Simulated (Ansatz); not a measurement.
Zn5InGaO8:
Space group R3m, hexagonal axes (No. 160); a = 3.2732 Å, b = 3.2732 Å, c = 57.0887 Å, α = 90.00°, β = 90.00°, γ = 120.00°

```json
[
 {"atom": "In", "site": "3a", "symmetry": "3m", "x": "0.0000", "y": "0.0000", "z": "0.0006"},
 {"atom": "O", "site": "3a", "symmetry": "3m", "x": "0.0000", "y": "0.0000", "z": "0.6865"},
 {"atom": "Zn", "site": "3a", "symmetry": "3m", "x": "0.0000", "y": "0.0000", "z": "0.7207"},
 {"atom": "O", "site": "3a", "symmetry": "3m", "x": "0.0000", "y": "0.0000", "z": "0.0650"},
 {"atom": "Zn", "site": "3a", "symmetry": "3m", "x": "0.0000", "y": "0.0000", "z": "0.0993"},
 {"atom": "O", "site": "3a", "symmetry": "3m", "x": "0.0000", "y": "0.0000", "z": "0.7769"},
 {"atom": "Ga", "site": "3a", "symmetry": "3m", "x": "0.0000", "y": "0.0000", "z": "0.8114"},
 {"atom": "O", "site": "3a", "symmetry": "3m", "x": "0.0000", "y": "0.0000", "z": "0.1448"},
 {"atom": "O", "site": "3a", "symmetry": "3m", "x": "0.0000", "y": "0.0000", "z": "0.8460"},
 {"atom": "Zn", "site": "3a", "symmetry": "3m", "x": "0.0000", "y": "0.0000", "z": "0.1901"},
 {"atom": "O", "site": "3a", "symmetry": "3m", "x": "0.0000", "y": "0.0000", "z": "0.2246"},
 {"atom": "Zn", "site": "3a", "symmetry": "3m", "x": "0.0000", "y": "0.0000", "z": "0.9020"},
 {"atom": "O", "site": "3a", "symmetry": "3m", "x": "0.0000", "y": "0.0000", "z": "0.9365"},
 {"atom": "Zn", "site": "3a", "symmetry": "3m", "x": "0.0000", "y": "0.0000", "z": "0.2806"},
 {"atom": "O", "site": "3a", "symmetry": "3m", "x": "0.0000", "y": "0.0000", "z": "0.3149"}
]
```
(The calculation used a cell of 15 atoms; values per cell refer to that cell.)

Relaxed with r²SCAN.

Tabulate the valence density and the electron localisation function along the shortest O–Zn contact (1.95 Å), r²SCAN (plane waves, PAW; program Ansatz).



```csv
distance from O (Å),density (e/Å³),ELF
0.20,7.37,0.44
0.29,6.04,0.60
0.39,4.56,0.73
0.49,3.19,0.80
0.59,2.12,0.83
0.68,1.41,0.81
0.78,0.98,0.67
0.88,0.73,0.44
0.98,0.61,0.23
1.08,0.62,0.14
1.17,0.76,0.11
1.27,1.15,0.08
1.37,2.08,0.04
1.47,4.42,0.02
1.56,9.53,0.00
1.66,18.63,0.00
1.76,30.98,0.00
```

The density is the valence pseudo-density with augmentation charge, so density and ELF within about 1 Å of a nucleus are not all-electron values.

The start of the workflow was typed in or built on a structure type; neither database checked (COD, Materials Project) lists it. Its standing as an ambient phase is unchecked. The cell was relaxed with r²SCAN under the symmetry of its start; its stability against distortions is not shown here.

Potentials: the earlier of the program's two PAW sets.
